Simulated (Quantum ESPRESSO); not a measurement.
Kohn-Sham bands of Mg2Sn (Fm-3m)

```yaml
crystal:
  lattice:
    - [0.00000, 3.38015, 3.38015]
    - [3.38015, 0.00000, 3.38015]
    - [3.38015, 3.38015, 0.00000]
  atoms:
    - { symbol: Mg, position: [0.25000, 0.25000, 0.25000] }
    - { symbol: Mg, position: [0.75000, 0.75000, 0.75000] }
    - { symbol: Sn, position: [0.00000, 0.00000, 0.00000] }
```

Structure: Materials Project mp-2343, symmetrised, not relaxed again. COD (Crystallography Open Database) has the formula in 2 space groups, this one among them (matched by group alone). Level: PBEsol, spinors with spin-orbit coupling; pw.x of Quantum ESPRESSO at 68 Ry with PseudoDojo potentials, 6×6×6 k-points, Wannier90. Density: 12×12×12 mesh, cold smearing 0.01 Ry.

Energies are relative to the Fermi level; weights are on the orthonormalised atomic waves of the pseudopotential files, averaged over the group. 34 electrons a cell are treated as valence.

Q: Into which isolated groups do the bands fall, where do they lie and what are they made of?

A: 
```
bands  from (eV)  to (eV)  filling  weight on atomic waves
-----  ---------  -------  -------  ----------------------
1–4       -76.28   -76.28   filled              Mg 2s 99 %
5–8       -43.40   -43.40   filled             Mg 2p 100 %
9–16      -43.12   -43.11   filled             Mg 2p 100 %
17–20     -21.55   -21.55   filled             Sn 4d 100 %
21–26     -20.53   -20.50   filled             Sn 4d 100 %
27–28      -9.11    -7.31   filled  Sn 5s 72 %, Mg 3s 25 %
```

No gap over 0.05 eV opens at the Fermi level at this level of theory.
